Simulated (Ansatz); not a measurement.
A geometry of InBi away from equilibrium: the start of the relaxation of a generated trial cell of InBi in the AFLOW prototype AB_cI16_199_a_a (B_a). Level of theory: r2SCAN (plane waves to 500 eV, PAW, scalar-relativistic; Ansatz, an electronic-structure program). Γ-centred k-mesh 6×6×6 on the run's cell (coarser than for final values), Fermi–Dirac smearing 0.05 eV.

```xyz
8
Lattice="-4.2493 4.2493 4.2493 4.2493 -4.2493 4.2493 4.2493 4.2493 -4.2493" Properties=species:S:1:pos:R:3 pbc="T T T"
In     3.8754     3.8754     3.8754
In     0.3739     4.6232    -0.3739
In     4.6232    -0.3739     0.3739
In    -0.3739     0.3739     4.6232
Bi     1.8298     1.8298     1.8298
Bi    -1.8298     2.4196     1.8298
Bi     2.4196     1.8298    -1.8298
Bi     1.8298    -1.8298     2.4196
```

Q: Predict the force on each atom, in eV/Å.

A: 
```json
[
 {"atom": "In1", "Fx": "0.03", "Fy": "0.03", "Fz": "0.03"},
 {"atom": "In2", "Fx": "-0.03", "Fy": "-0.03", "Fz": "0.03"},
 {"atom": "In3", "Fx": "-0.03", "Fy": "0.03", "Fz": "-0.03"},
 {"atom": "In4", "Fx": "0.03", "Fy": "-0.03", "Fz": "-0.03"},
 {"atom": "Bi5", "Fx": "-0.28", "Fy": "-0.28", "Fz": "-0.28"},
 {"atom": "Bi6", "Fx": "0.28", "Fy": "0.28", "Fz": "-0.28"},
 {"atom": "Bi7", "Fx": "0.28", "Fy": "-0.28", "Fz": "0.28"},
 {"atom": "Bi8", "Fx": "-0.28", "Fy": "0.28", "Fz": "0.28"}
]
```

Q: What is the pressure?

A: -5.9 GPa, compression positive.

No spin polarisation in the result.

The run could not lose the symmetry of its start, so the end can be a saddle point.

The end of the path is a generated cell of InBi: the first start was made by placing the elements on the sites of a structure type, and the end was not matched to a known phase here, so it may be hypothetical.
